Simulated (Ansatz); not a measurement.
**InPd3: computed property card**

InPd$_{3}$:
Space group Pm-3m (No. 221); a = b = c = 3.9697 Å, α = β = γ = 90.00°

```tsv
atom	site	symmetry	x	y	z
In	1a	m-3m	0.0000	0.0000	0.0000
Pd	3c	4/mm.m	0.0000	0.5000	0.5000
```

Space group Pm-3m (No. 221), Cu3Au type; conventional cell a = 3.9697 Å, b = 3.9697 Å, c = 3.9697 Å, α = 90.00°, β = 90.00°, γ = 90.00°.

Method: PBEsol (plane waves, PAW; program Ansatz). The cell and atoms are relaxed at this level. Other levels are named where they apply.

### Cell and energy

Volume per atom: 15.64 Å³
Density: 11.52 g/cm³
Formation energy from the elements (no fitted shifts): -447 meV/atom

### Electronic structure

* **Electronic character**: metallic (no gap)
* **Density of states at the Fermi level**: 0.84 states/eV per atom (mean over ±0.08 eV)
* **Gap with spin–orbit coupling**: none (metallic)

### Mechanics

Bulk modulus (Birch–Murnaghan fit): 1720 kbar
Pressure derivative B′: 5.3
Elastic constants (relaxed ions, GPa): C11 = 206, C12 = 156, C44 = 77.4
Mechanical stability: stable (all eigenvalues of C positive)
Hill bulk and shear moduli: 173 and 49.2 GPa
Young's modulus: 135 GPa
Poisson's ratio: 0.37
Debye temperature from the elastic constants: 277 K

### Phonons

- Highest zone-centre frequency = 25.4 meV
- Zone-centre stability = no imaginary mode at Γ

The workflow started from a Materials Project entry (that database holds measured and hypothetical structures alike); the Crystallography Open Database copy checked does not list it. With In and Pd taken as one species the cell has the higher symmetry Fm-3m, so it may be an ordered model of a mixed-site phase. Its standing as an ambient phase is unchecked. The cell was relaxed with PBEsol under the symmetry of its start. The run is not spin-polarised. As this level gives no gap, shear constants depend on the k-mesh and smearing (Fermi–Dirac, 0.1 eV here). As this level gives no gap, phonon frequencies hold no LO–TO term and depend on the k-mesh and smearing (Fermi–Dirac, 0.1 eV here). The references are the lowest solids computed at this level, not always the standard phases. Spin–orbit coupling is left out wherever it is not named.

Potentials: the later of the program's two PAW sets.
